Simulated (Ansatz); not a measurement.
Input, command and steps of an Ansatz relaxation.

```yaml
crystal:
  lattice:
    - [3.0314561141, 0.0, 0.0]
    - [-1.5157280571, 2.6253180053, 0.0]
    - [0.0, 0.0, 3.1296374981]
  atoms:
    - { symbol: Cr, position: [0.0, 0.0, 0.0], spin: 2.18 }
    - { symbol: B, position: [0.3333333333, 0.6666666667, 0.5] }
    - { symbol: B, position: [0.6666666667, 0.3333333333, 0.5] }
basis:
  ecutwfc: 500
kpoints:
  mp_grid: { grid: [18, 18, 14] }
hamiltonian:
  xc: r2scan
scf:
  occupations: { method: gaussian, width: 0.1 }
output:
  forces: true
  stress: true
  eigenvalues: true
  populations: true
magnetization:
  spin_polarized: true
relax:
  adjacent_minimum: "off"
  f_tol: 0.01
  max_steps: 30
  cell: { stress_tol: 0.1, fix: [volume] }
```

```bash
ansatz run input.yaml --threads 1 --pin off --max-ram 2560MiB --backend cpu --events-out ev --progress --plain --runs-dir out
```

The calculation used DFT r2SCAN, scalar-relativistic, plane waves, PAW (Ansatz).

The volume is held at 1.06 times that of the relaxed cell.

Of 4 frames 3 are shown, positions in Å and forces in eV/Å; the SCF threshold varies from step to step. Steps run on the plane waves of an earlier cell, with a Pulay correction in the pressure. The basis is chosen afresh for the last frame, the zero of the energies, and at times for earlier ones too; energy and pressure step there, also at an unchanged geometry.

```xyz
3
Lattice="3.0315 0.0000 0.0000 -1.5157 2.6253 0.0000 0.0000 0.0000 3.1296" Properties=species:S:1:pos:R:3:forces:R:3 pbc="T T T" step=1 free_energy_over_end_meV_per_atom=0.30 pressure_GPa=-12.23
Cr    0.0000    0.0000    0.0000    0.0000    0.0000    0.0000
B     0.0000    1.7502    1.5648    0.0000    0.0000    0.0000
B     1.5157    0.8751    1.5648    0.0000    0.0000    0.0000
3
Lattice="3.0252 0.0000 0.0000 -1.5126 2.6199 0.0000 0.0000 0.0000 3.1426" Properties=species:S:1:pos:R:3:forces:R:3 pbc="T T T" step=2 free_energy_over_end_meV_per_atom=0.01 pressure_GPa=-11.88
Cr    0.0000    0.0000    0.0000    0.0000    0.0000    0.0000
B     0.0000    1.7466    1.5713    0.0000    0.0000    0.0000
B     1.5126    0.8733    1.5713    0.0000    0.0000    0.0000
3
Lattice="3.0244 0.0000 0.0000 -1.5122 2.6192 0.0000 0.0000 0.0000 3.1442" Properties=species:S:1:pos:R:3:forces:R:3 pbc="T T T" step=4 free_energy_over_end_meV_per_atom=0.00 pressure_GPa=-11.83
Cr    0.0000    0.0000    0.0000    0.0000    0.0000    0.0000
B     0.0000    1.7462    1.5721    0.0000    0.0000    0.0000
B     1.5122    0.8731    1.5721    0.0000    0.0000    0.0000
```

It took 5.4 min on 1 thread of Intel(R) Xeon(R) Processor @ 2.50GHz (Skylake/Cascade Lake), on a shared host, peak memory 0.64 GiB.

The state reached may not be the lowest one. Only parallel moments were tried here.